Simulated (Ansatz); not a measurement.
Input file for Ansatz (a first-principles code):

Ansatz 0.2 input:
```yaml
crystal:
  lattice:
    - [4.0192800173, 0.0, 0.0]
    - [0.0, 4.0192800173, 0.0]
    - [0.0, 0.0, 4.0192800173]
  atoms:
    - { symbol: Ba, position: [0.5, 0.5, 0.5] }
    - { symbol: Ti, position: [0.0, 0.0, 0.0] }
    - { symbol: O, position: [0.5, 0.0, 0.0] }
    - { symbol: O, position: [0.0, 0.5, 0.0] }
    - { symbol: O, position: [0.0, 0.0, 0.5] }
kpoints:
  mp_grid: { grid: [7, 7, 7] }
hamiltonian:
  xc: pbe
  pseudopotentials: { kind: paw }
scf:
  occupations: { method: fixed }
elastic: { mode: relaxed_ion, stencil: two_point, amplitude: 0.005, f_tol: 0.0005 }
```

Output (shortened):

```
Pseudopotentials: kind: paw
Pseudopotential: Ba, paw, valence charge 10
Pseudopotential: Ti, paw, valence charge 12
Pseudopotential: O, paw, valence charge 6
Functional definition: PBE
Crystal: 5 atoms, lattice volume = 64.930 Å³
Basis set: ecut = 420 eV, 1309 PW (Γ), exchange–correlation on 54×54×54 points (8 copies of the dense FFT grid, shifted against one another)
Bands: 25, of which v1, the nominal top of the filled ones, is band 20 counted from 1 (19 counted from 0)
Symmetry: 48 space group operations
Space group: Pm-3m (ITA 221), of the structure as read, at distance tolerance 4.0e-5 Å
k-points: 20 of 343
Initial wavefunctions: pseudopotential atomic-orbital guess
Eigensolver: davidson
Functional: x = pbe(κ = 0.804, μ = 0.2195149727645171), c = pbe(β = 0.06672455060314922)
all-band conjugate gradients solve this SCF's bands
SCF 1 converged in 11 iterations: F = -10159.566404 eV  dr2 = 2.71e-14
density extrapolation: transplant  |δρ|_rms = 3.817e-2 e/Å³  SAD shift = 5.811e-3 e/Å³
Crystal: 5 atoms, lattice volume = 64.605 Å³
Basis set: ecut = 420 eV, 1269 PW (Γ), exchange–correlation on 54×54×54 points (8 copies of the dense FFT grid, shifted against one another)
Symmetry: 16 space group operations
k-points: 40 of 343
Initial density: handed on by an earlier stage of this run
Initial wavefunctions: those handed on with the density
SCF 2 converged in 11 iterations: F = -10159.564956 eV  dr2 = 8.88e-14
density extrapolation: first-order (α = -2.000)  |δρ|_rms = 3.817e-2 e/Å³  SAD shift = 5.763e-3 e/Å³
Crystal: 5 atoms, lattice volume = 65.255 Å³
SCF 3 converged in 9 iterations: F = -10159.565080 eV  dr2 = 7.34e-14
density extrapolation: transplant  |δρ|_rms = 3.817e-2 e/Å³  SAD shift = 3.105e-3 e/Å³
Crystal: 5 atoms, lattice volume = 64.930 Å³
Basis set: ecut = 420 eV, 1297 PW (Γ), exchange–correlation on 54×54×54 points (8 copies of the dense FFT grid, shifted against one another)
Symmetry: 8 space group operations
k-points: 64 of 343
SCF 4 converged in 10 iterations: F = -10159.565791 eV  dr2 = 4.15e-14
density extrapolation: first-order (α = -2.000)  |δρ|_rms = 3.817e-2 e/Å³  SAD shift = 3.105e-3 e/Å³
Crystal: 5 atoms, lattice volume = 64.930 Å³
SCF 5 converged in 9 iterations: F = -10159.565791 eV  dr2 = 3.21e-14
SCF converged after 11 iterations
Free energy (F): -10159.566404 eV
Harris-Foulkes:  -10159.566404 eV  (|F-HF|=0.00e0)
Internal energy: -10159.566404 eV  (E = F + TS)
E sigma→0 (E₀):  -10159.566404 eV
Fermi energy:    10.067573 eV
--- Per-component energies (eV) ---
  E_band       = -147.432333
  E_kinetic    = 968.479552
  E_local      = -2108.790006  (includes V_loc(G=0)·N_el)
  E_nonlocal   = 203.316719
  E_hartree    = 821.869258
  E_xc         = -491.132634
  E_vxc        = -545.682304  (∫ρ·V_xc dr)
  E_paw        = -6744.222683  (= ΣΔE_a)
  E_vpaw       = -308.502165  (= ΣTr[D̂ρ^β])
  E_aug_tail   = 0.007357  (compensation charges beyond the density's cutoff)
  E_ewald      = -2809.093968
  E_smearing   =  0.000000  (= −TS)
  E_closure    =  0.000000  (closes the sum)
  Σ components = -10159.566404   (vs F -10159.566404, Δ=0.00e0)
--- Forces (eV/Å), atoms counted from 1 ---
  atom   1  Ba     0.00000000     0.00000000     0.00000000
  atom   2  Ti     0.00000000     0.00000000     0.00000000
  atom   3  O      0.00000000     0.00000000     0.00000000
  atom   4  O      0.00000000     0.00000000     0.00000000
  atom   5  O      0.00000000     0.00000000     0.00000000
  max |Σ_I F_I| component: 0.0 eV/Å
--- Stress (GPa, compression-positive) ---
       -0.002053       0.000000       0.000000
        0.000000      -0.002053       0.000000
        0.000000       0.000000      -0.002053
  P = ⅓ Tr σ = -0.0021 GPa (-0.021 kbar)
  The stress holds the Pulay correction. Without it, at fixed plane waves, as pw.x and ABINIT print it: P = -0.5422 GPa
  The stress includes an estimate of the error left by incomplete SCF convergence (largest component 0.0000 GPa).
--- Band table (eV; the first three rows and the last of 20) ---
  k-point 0: bands = ["-46.4726", "-22.6859", "-22.6859", "-22.6859", "-14.5378", "-6.6873", "-6.0155", "-6.0155", "0.2724", "0.2724", "0.2724", "7.8597", "7.8597", "7.8597", "9.0382", "9.0382", "9.0382", "10.0084", "10.0084", "10.0084", "11.9111", "11.9111", …
  k-point 1: bands = ["-46.4724", "-22.6950", "-22.6855", "-22.6855", "-14.5169", "-6.6966", "-6.0096", "-5.9995", "0.3022", "0.3022", "0.3473", "7.5371", "7.8084", "7.8084", "8.8286", "8.8286", "8.8794", "9.5258", "9.8678", "9.8678", "11.9337", "12.2981", …
  k-point 2: bands = ["-46.4721", "-22.7155", "-22.6847", "-22.6847", "-14.4690", "-6.7779", "-5.9964", "-5.8907", "0.3713", "0.3713", "0.5132", "6.8282", "7.6406", "7.6406", "8.5045", "8.5045", "8.5608", "8.7629", "9.6314", "9.6314", "11.9857", "13.0155", …
  k-point 19: bands = ["-46.4703", "-22.7267", "-22.7266", "-22.7266", "-14.2966", "-5.8887", "-5.8107", "-5.8107", "-0.3510", "-0.3510", "-0.2473", "5.8337", "6.4391", "6.4391", "7.5995", "7.7742", "7.7742", "9.9925", "9.9925", "10.0676", "14.1657", …
  band table: 25 of 25 bands, residual norms ≤ 1.0e-3 eV
--- Elastic constants: 2 strain directions × 2 members + reference (group order 48) ---
  dense FFT box of the reference and of every strained cell: 27×27×27
  strains applied: 11, 23; error gains: componentwise 1.00 (the most a stress slope's error grows in a printed constant), spectral 1.73 (1 for all six strains …
  C = ∂σ_k/∂η_j (tension-positive GPa; Voigt order 11 22 33 23 13 12):
       282.451    103.324    103.324      0.000      0.000      0.000
       103.324    282.451    103.324      0.000      0.000      0.000
       103.324    103.324    282.451      0.000      0.000      0.000
         0.000      0.000      0.000    119.324      0.000      0.000
         0.000      0.000      0.000      0.000    119.324      0.000
         0.000      0.000      0.000      0.000      0.000    119.324
  reference stress σ⁰ (GPa):      0.002      0.002      0.002      0.000      0.000      0.000
  moduli (Voigt/Reuss/Hill, GPa): K = 163.03/163.03/163.03   G = 107.42/105.33/106.37   E = 262.11   ν = 0.232
  mechanically stable: yes (min eigenvalue of sym C = 119.32 GPa)
  strain η (Voigt 11):  stress-route row diagonal C_11 = 282.45 GPa, energy-path curvature d²(F+E_count+ΔE)/dδ²/Ω₀ = 282.03 GPa
         δ    σ_11 (GPa)             F (eV)   n_scf  n_hpsi   n_pw
    -5.000e-3      -1.4471      -10159.5649556      11   23477   1281   relax 0 steps, max|allowed force component| 0.0 eV/Å
     5.000e-3       1.3774      -10159.5650805       9   20222   1309   relax 0 steps, max|allowed force component| 0.0 eV/Å
  strain η (Voigt 23):  stress-route row diagonal C_44 = 119.32 GPa, energy-path curvature d²(F+E_count+ΔE)/dδ²/Ω₀ = 119.51 GPa
         δ    σ_23 (GPa)             F (eV)   n_scf  n_hpsi   n_pw
    -5.000e-3      -0.5966      -10159.5657910      10   36510   1297   relax 0 steps, max|allowed force component| 0.0 eV/Å
     5.000e-3       0.5966      -10159.5657910       9   30163   1297   relax 0 steps, max|allowed force component| 0.0 eV/Å
```

Cost: very roughly 40 core-seconds on shared cores.

This is a known high-temperature phase of the composition, computed here at zero pressure and temperature. The cell was relaxed with PBE under the symmetry of its start. At this level the phase is dynamically unstable (imaginary phonons). No spin polarisation was allowed. Spin–orbit coupling is left out wherever it is not named.

Potentials: the later of the program's two PAW sets.

Ansatz is a plane-wave DFT program.
